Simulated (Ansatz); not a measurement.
**Zincblende alloy of GaAs and InAs (22 of 32 Ga sites exchanged), 64 atoms**

Ansatz, PAW, plane waves. PBEsol relaxation of volume and atoms (shape held) at the single k point (½, ½, ½); single points on the relaxed atoms at the Γ point alone, onto which points of the small cell's zone fold. Arrangement: quasirandom. No spin–orbit coupling unless named.

Relaxed structure:

```xyz
64
Lattice="11.9210 0.0000 0.0000 0.0000 11.9210 0.0000 0.0000 0.0000 11.9210" Properties=species:S:1:pos:R:3 pbc="T T T"
Ga   11.9179    0.0437   11.9033
Ga    0.0081    5.9459   11.8953
Ga    2.9424    8.9446    6.0504
Ga    2.8839   11.8997    8.9549
Ga    2.8974    5.9929    8.9461
Ga    9.0092    0.0342    2.9448
Ga    9.0013    5.9360    2.9590
Ga   11.8672    2.9751    2.9207
Ga    0.0551    2.9818    9.0041
Ga    0.0756    8.9436    8.9791
In    0.0199   11.9147    5.9937
In    0.0258    5.9430    5.9913
In    5.9538   11.9085    0.0026
In    5.9383   11.8927    5.9653
In    5.9670    5.9541    0.0107
In    5.9294    5.9914    5.9650
In    2.8849    2.9778   11.8747
In    2.9211    2.9758    6.0164
In    2.9041    8.9370   11.8492
In    9.0359    2.9824    0.0503
In    8.9919    2.9725    5.9156
In    9.0181    8.9386    0.0298
In    8.9686    8.9362    5.9367
In    2.9242   11.9126    2.9901
In    2.9259    5.9520    2.9925
In    9.0192   11.9122    8.9712
In    9.0277    5.9530    8.9733
In   11.8940    8.9350    2.9552
In    6.0234    2.9792    2.9899
In    5.8916    2.9749    8.9392
In    5.9962    8.9398    3.0217
In    5.8698    8.9372    8.9173
As    1.3288    1.4900    1.4832
As    1.4674    1.4972    7.6212
As    1.4020    7.3768    1.3945
As    1.5407    7.5233    7.5304
As    7.5463    1.4160    1.5413
As    7.4654    1.4850    7.4510
As    7.5531    7.3700    1.5690
As    7.4677    7.4569    7.4694
As    4.4537    4.4347    1.4896
As    4.3469    4.5736    7.5249
As    4.4398   10.3894    1.4818
As    4.2818   10.4584    7.4627
As   10.5256    4.5623    1.5373
As   10.5410    4.3476    7.5392
As   10.4663   10.6007    1.4728
As   10.5290   10.3115    7.5310
As    4.4549    1.5141    4.4845
As    4.3522    1.3846   10.3659
As    4.3542    7.5499    4.5674
As    4.3727    7.3555   10.3700
As   10.4660    1.4758    4.3254
As   10.5982    1.5198   10.4455
As   10.3768    7.3572    4.4081
As   10.6190    7.4664   10.4480
As    1.3864    4.3480    4.3977
As    1.4032    4.5625   10.3589
As    1.5412   10.3187    4.5654
As    1.3907   10.5229   10.3896
As    7.5404    4.5729    4.4118
As    7.4740    4.4338   10.4472
As    7.5747   10.5381    4.3983
As    7.4499   10.3909   10.4270
```

Question: What are the mean bond lengths by pair (pairs within 1.2 times the sum of covalent radii, less contacts 15 % beyond the pair's median; cation–cation pairs of compounds aside; long ionic contacts are cut short by that bound)?

Answer: As–Ga 2.480 ± 0.016 Å (standard deviation, 40 bonds); As–In 2.630 ± 0.014 Å (standard deviation, 88 bonds).

Question: What gap lies between the top filled and the lowest empty level in the single points?

Answer: HSE06 0.63 eV (76 s on NVIDIA GB300).
